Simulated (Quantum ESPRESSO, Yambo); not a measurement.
Cs₂O (space group R-3m, No. 166). Cell and atoms were relaxed with PBEsol from Materials Project entry mp-7988, within its symmetry. Chain: PBEsol (pw.x of Quantum ESPRESSO, ONCV potentials, without SOC); G0W0 in Yambo (4×4×4 Γ-centred k mesh, 141 bands and a 7 Ry block in the screening, 141 bands in G with the Bruneval-Gonze terminator, plasmon pole fitted at 27.2 eV); BSE (6×6×6 mesh, 3 valence and 10 conduction bands, static screening with 49 bands and a 4 Ry block, scissor 0.68 eV, Tamm-Dancoff).

* **PBEsol gap (dense path)**: 0.96 eV
* **PBEsol gap L → Γ on the GW mesh**: 0.96 eV
* **PBEsol smallest direct gap on the GW mesh, at Γ**: 1.55 eV
* **G0W0 direct gap at that point**: 2.23 eV
* **G0W0 correction to the gap L → Γ**: 0.66 eV
* **lowest exciton**: no binding energy given (see below)

Rough cost of the Yambo steps against G0W0 for 8 states: BSE within a factor of two.

Nearest settings tried, and what they do to the gap: 3 Ry block (67 vectors against 233): -91 meV. Not varied: bands in G, bands in W, mesh. So the settings aren't converged at that level. The BSE states are vertical excitations (zero momentum); the indirect quasiparticle gap, about 1.62 eV, is smaller than the direct one (2.23 eV on the GW mesh). The lowest state covers only about 2 of the 216 k points, so the mesh doesn't resolve it: its energy and its distance from the direct gap are mesh artefacts. An extended exciton needs a far denser mesh. Axes are Cartesian, with cell vectors (Å) (2.05, 1.18, 6.89), (-2.05, 1.18, 6.89), (0.00, -2.37, 6.89).
